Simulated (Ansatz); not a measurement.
A geometry of I away from equilibrium: the start of the relaxation of a relaxed I cell displaced along its unstable phonon at q = Γ (189i cm⁻¹), largest move 0.15 Å. The numbers are results of PBE (plane waves to 420 eV, PAW, scalar-relativistic; Ansatz, a first-principles code), not measurements. Γ-centred k-mesh 7×7×4 on the run's cell (coarser than for final values), Fermi–Dirac smearing 0.05 eV.

```xyz
4
Lattice="5.5510 0.0000 0.0000 -2.7755 4.8073 0.0000 0.0000 0.0000 9.8022" Properties=species:S:1:pos:R:3 pbc="T T T"
I      0.0000     0.0300     2.4506
I      0.0000     0.1500     7.3517
I      0.0000     3.1749     2.4506
I      2.7755     1.4525     7.3517
```

Task: Predict the force on each atom, in eV/Å.

Result: 
| atom | Fx | Fy | Fz |
|---|---|---|---|
| I1 | 0.00 | 0.43 | 0.00 |
| I2 | 0.00 | 0.98 | 0.00 |
| I3 | 0.00 | -0.43 | 0.00 |
| I4 | 0.00 | -0.98 | 0.00 |

Task: What is the pressure?

Result: 0.0 GPa, compression positive.

No spin polarisation in the result.

The run could not lose the symmetry of its start, so the end can be a saddle point.

The end of the path is a generated cell of I: the first start was made by placing the elements on the sites of a structure type, and the end was not matched to a known phase here, so it may be hypothetical. Known forms of I include space group No. 64.
